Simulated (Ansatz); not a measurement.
# Calculated with Ansatz: SrCu2H2, relaxation

Launch command:

```bash
ansatz run input.yaml --threads 2 --pin off --max-ram 4096MiB --backend cpu --events-out ev --progress --plain --runs-dir out
```

input.yaml:

```yaml
crystal:
  lattice:
    - [2.11380133, 3.6612079, 0.0]
    - [-2.11380133, 3.6612079, 0.0]
    - [0.0, 0.0, 4.52187586]
  atoms:
    - { symbol: Cu, position: [0.3333, 0.3334, 0.4656], spin: 1.0 }
    - { symbol: Cu, position: [0.6667, 0.6666, 0.5344], spin: 1.0 }
    - { symbol: H, position: [0.3333, 0.3334, 0.1067] }
    - { symbol: H, position: [0.6667, 0.6666, 0.8933] }
    - { symbol: Sr, position: [0.0, 0.0, 0.0] }
kpoints:
  mp_grid: { grid: [6, 6, 5], shift: [0, 0, 0] }
magnetization:
  spin_polarized: true
scf:
  occupations: { method: cold, width: 0.0364 }
  lower_state_search: "off"
hamiltonian:
  pseudopotentials: { kind: paw }
  xc: lda
  hubbard:
    projectors: all-electron-ortho-atomic
    sites: [{ species: Cu, l: d, u: 2.5, j: 0.88 }]
basis:
  ecutwfc: 420
  fft_grid_basis: typed
relax:
  max_steps: 80
  cell: { p_target: 20.0 }
output:
  forces: true
  stress: true
  eigenvalues: true
  bader: true
  populations: true
  elf: true
  write_potential: true
  volumetric_format: npy
  dos:
    e_range: [-12, 8]
    de: 0.05
    projected: { site_lists: { Cu: [Cu], H: [H], Sr: [Sr] } }
checkpoint:
  read: saved_state
```

Origin of the cell: a known structure type with other elements, at an estimated volume, so it need not be a known compound.

The saved state is a converged single point of the same cell.

Steps («new basis» is an SCF on plane waves selected anew at the same cell):

| step | ΔH (meV/atom) | max force component (eV/Å) | P (GPa) | volume (Å³) | SCF iterations | step was |
| --- | --- | --- | --- | --- | --- | --- |
| 1 | 0.0 | 0.216 | -4.04 | 69.99 | 13 | accepted |
| 2 | -219.5 | 0.232 | 4.78 | 61.40 | 13 | accepted |
| 3 | -313.7 | 0.575 | 16.09 | 55.03 | 16 | accepted |
| 4 | -363.7 | 0.746 | 19.89 | 52.51 | 9 | accepted |
| 5 | -421.3 | 0.368 | 21.89 | 50.52 | 10 | accepted |
| 6 | -439.1 | 0.071 | 24.31 | 49.41 | 13 | accepted |
| 7 | -442.8 | 0.002 | 20.86 | 50.55 | 14 | accepted |
| 8 | -443.1 | 0.000 | 19.89 | 50.86 | 10 | accepted |
| 9 | -440.6 | 0.082 | 16.90 | 51.78 | 16 | rejected |
| 10 | -443.5 | 0.011 | 19.19 | 51.05 | 10 | accepted |
| 11 | -443.6 | 0.008 | 19.51 | 50.92 | 7 | accepted |
| 12 | -443.6 | 0.000 | 19.58 | 50.90 | 5 | accepted |
| 13 | -443.7 | 0.002 | 19.95 | 50.78 | 7 | accepted |
| 14 | -443.7 | 0.000 | 20.00 | 50.76 | 6 | accepted |
| 15 | -443.5 | 0.015 | 19.91 | 50.76 | 9 | rejected |
| 16 | -443.7 | 0.000 | 19.99 | 50.76 | 6 | accepted |
| 17 | -442.7 | 0.000 | 19.94 | 50.76 | 7 | new basis |
| 18 | -442.7 | 0.001 | 20.00 | 50.74 | 6 | accepted |
| 19 | -442.7 | 0.001 | 20.00 | 50.74 | 5 | new basis |

Step 1, with forces in eV/Å:

```xyz
5
Lattice="2.114 3.661 0.000 -2.114 3.661 0.000 0.000 0.000 4.522" Properties=species:S:1:pos:R:3:forces:R:3 pbc="T T T" step=1
Cu    0.000    2.441    2.105    0.001   -0.001   -0.216
Cu    0.000    4.881    2.416   -0.001    0.001    0.216
H     0.000    2.441    0.482    0.000    0.000    0.017
H     0.000    4.881    4.039    0.000    0.000   -0.017
Sr    0.000    0.000    0.000    0.000    0.000    0.000
```

Step 2, with forces in eV/Å:

```xyz
5
Lattice="2.030 3.516 0.000 -2.030 3.516 0.000 0.000 0.000 4.302" Properties=species:S:1:pos:R:3:forces:R:3 pbc="T T T" step=2
Cu    0.000    2.344    2.004    0.001   -0.001    0.063
Cu    0.000    4.688    2.298   -0.001    0.001   -0.063
H     0.000    2.344    0.419    0.000    0.000   -0.232
H     0.000    4.688    3.883    0.000    0.000    0.232
Sr    0.000    0.000    0.000    0.000    0.000    0.000
```

Step 3, with forces in eV/Å:

```xyz
5
Lattice="1.973 3.417 0.000 -1.973 3.417 0.000 0.000 0.000 4.081" Properties=species:S:1:pos:R:3:forces:R:3 pbc="T T T" step=3
Cu    0.000    2.278    1.912    0.001    0.000    0.381
Cu    0.000    4.556    2.169   -0.001    0.000   -0.381
H     0.000    2.278    0.350    0.000    0.000   -0.575
H     0.000    4.556    3.731    0.000    0.000    0.575
Sr    0.000    0.000    0.000    0.000    0.000    0.000
```

Step 4, with forces in eV/Å:

```xyz
5
Lattice="1.983 3.434 0.000 -1.983 3.434 0.000 0.000 0.000 3.855" Properties=species:S:1:pos:R:3:forces:R:3 pbc="T T T" step=4
Cu    0.000    2.290    1.810    0.000    0.000    0.622
Cu    0.000    4.579    2.045    0.000    0.000   -0.622
H     0.000    2.290    0.236    0.000    0.000   -0.746
H     0.000    4.579    3.620    0.000    0.000    0.746
Sr    0.000    0.000    0.000    0.000    0.000    0.000
```

Step 5, with forces in eV/Å:

```xyz
5
Lattice="2.004 3.471 0.000 -2.004 3.471 0.000 0.000 0.000 3.632" Properties=species:S:1:pos:R:3:forces:R:3 pbc="T T T" step=5
Cu    0.000    2.314    1.750    0.000    0.000    0.368
Cu    0.000    4.628    1.882    0.000    0.000   -0.368
H     0.000    2.314    0.070    0.000    0.000   -0.331
H     0.000    4.628    3.561    0.000    0.000    0.331
Sr    0.000    0.000    0.000    0.000    0.000    0.000
```

Step 6, with forces in eV/Å:

```xyz
5
Lattice="2.045 3.542 0.000 -2.045 3.542 0.000 0.000 0.000 3.411" Properties=species:S:1:pos:R:3:forces:R:3 pbc="T T T" step=6
Cu    0.000    2.361    1.692    0.000    0.000    0.071
Cu    0.000    4.722    1.720    0.000    0.000   -0.071
H     0.000    2.361   -0.006    0.000    0.000   -0.029
H     0.000    4.722    3.417    0.000    0.000    0.029
Sr    0.000    0.000    0.000    0.000    0.000    0.000
```

Step 7, with forces in eV/Å:

```xyz
5
Lattice="2.062 3.572 0.000 -2.062 3.572 0.000 0.000 0.000 3.431" Properties=species:S:1:pos:R:3:forces:R:3 pbc="T T T" step=7
Cu    0.000    2.382    1.715    0.000    0.000    0.001
Cu    0.000    4.763    1.716    0.000    0.000   -0.001
H     0.000    2.382   -0.001    0.000    0.000    0.002
H     0.000    4.763    3.431    0.000    0.000   -0.002
Sr    0.000    0.000    0.000    0.000    0.000    0.000
```

Step 8, with forces in eV/Å:

```xyz
5
Lattice="2.070 3.585 0.000 -2.070 3.585 0.000 0.000 0.000 3.426" Properties=species:S:1:pos:R:3:forces:R:3 pbc="T T T" step=8
Cu    0.000    2.390    1.713    0.000    0.000    0.000
Cu    0.000    4.780    1.713    0.000    0.000    0.000
H     0.000    2.390    0.000    0.000    0.000    0.000
H     0.000    4.780    3.427    0.000    0.000    0.000
Sr    0.000    0.000    0.000    0.000    0.000    0.000
```

Step 10, with forces in eV/Å:

```xyz
5
Lattice="2.082 3.605 0.000 -2.082 3.605 0.000 0.000 0.000 3.401" Properties=species:S:1:pos:R:3:forces:R:3 pbc="T T T" step=10
Cu    0.000    2.404    1.702    0.000    0.000   -0.011
Cu    0.000    4.807    1.699    0.000    0.000    0.011
H     0.000    2.404    0.000    0.000    0.000    0.006
H     0.000    4.807    3.401    0.000    0.000   -0.006
Sr    0.000    0.000    0.000    0.000    0.000    0.000
```

Step 11, with forces in eV/Å:

```xyz
5
Lattice="2.078 3.599 0.000 -2.078 3.599 0.000 0.000 0.000 3.405" Properties=species:S:1:pos:R:3:forces:R:3 pbc="T T T" step=11
Cu    0.000    2.399    1.703    0.000    0.000   -0.008
Cu    0.000    4.799    1.701    0.000    0.000    0.008
H     0.000    2.399    0.000    0.000    0.000    0.004
H     0.000    4.799    3.404    0.000    0.000   -0.004
Sr    0.000    0.000    0.000    0.000    0.000    0.000
```

Step 12, with forces in eV/Å:

```xyz
5
Lattice="2.078 3.599 0.000 -2.078 3.599 0.000 0.000 0.000 3.403" Properties=species:S:1:pos:R:3:forces:R:3 pbc="T T T" step=12
Cu    0.000    2.400    1.702    0.000    0.000    0.000
Cu    0.000    4.799    1.702    0.000    0.000    0.000
H     0.000    2.399    0.000    0.000    0.000    0.000
H     0.000    4.799    3.403    0.000    0.000    0.000
Sr    0.000    0.000    0.000    0.000    0.000    0.000
```

Step 19, with forces in eV/Å:

```xyz
5
Lattice="2.077 3.598 0.000 -2.077 3.598 0.000 0.000 0.000 3.395" Properties=species:S:1:pos:R:3:forces:R:3 pbc="T T T" step=19
Cu    0.000    2.399    1.697    0.000    0.000    0.001
Cu    0.000    4.797    1.697    0.000    0.000   -0.001
H     0.000    2.399    0.000    0.000    0.000    0.000
H     0.000    4.797    3.395    0.000    0.000    0.000
Sr    0.000    0.000    0.000    0.000    0.000    0.000
```

- Enthalpy lowered by: 442.7 meV/atom
- Volume change: -27.50 %
- Final pressure: 20.00 GPa
- Relaxation steps listed: 19
- Gap on the mesh: none (metal)

Caveats: a starting moment was lost; no moments, though an odd count or open d shells may carry them; the k mesh is coarse if the cell is a metal; the relaxation held the start's symmetry, so the end may be a saddle point.

It ran for 5.3 min on 2 threads of Intel(R) Xeon(R) Platinum 8375C CPU @ 2.90GHz (Ice Lake), with other jobs on the host, peak memory 0.62 GiB, from a saved density.
